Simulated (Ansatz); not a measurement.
A geometry of Be away from equilibrium: the start of the relaxation of a generated cell, Be built in the AFLOW prototype A_hR3_166_ac (C19, as in Sm). All values below come from PBE (plane waves to 420 eV, PAW, scalar-relativistic; Ansatz, a program for electronic structure). Γ-centred k-mesh 16×16×16 on the run's cell (coarser than for final values), Fermi–Dirac smearing 0.05 eV.

```xyz
3
Lattice="1.1344 0.6550 5.4834 -1.1344 0.6550 5.4834 0.0000 -1.3099 5.4834" Properties=species:S:1:pos:R:3:forces:R:3 pbc="T T T" free_energy=-278.221 pressure_GPa=-3.8
Be     0.0000     0.0000     0.0000    0.0000    0.0000    0.0000
Be     0.0000     0.0000     3.6556    0.0000    0.0000   -0.1157
Be     0.0000     0.0000    12.7947    0.0000    0.0000    0.1157
```

Positions in Å, forces in eV/Å, free energy of the cell in eV (comparable only within this code, potentials and settings). Largest force: 0.12 eV/Å, on Be2, Be3 (atoms numbered as listed); the geometry lies 0.01 eV/atom above the end of its relaxation.

No spin polarisation in the result.

The run could not lose the symmetry of its start, so the end can be a saddle point.

The end of the path is a generated cell of Be: the first start was made by placing the elements on the sites of a structure type, and the end was not matched to a known phase here, so it may be hypothetical. Known forms of Be include space group No. 194.
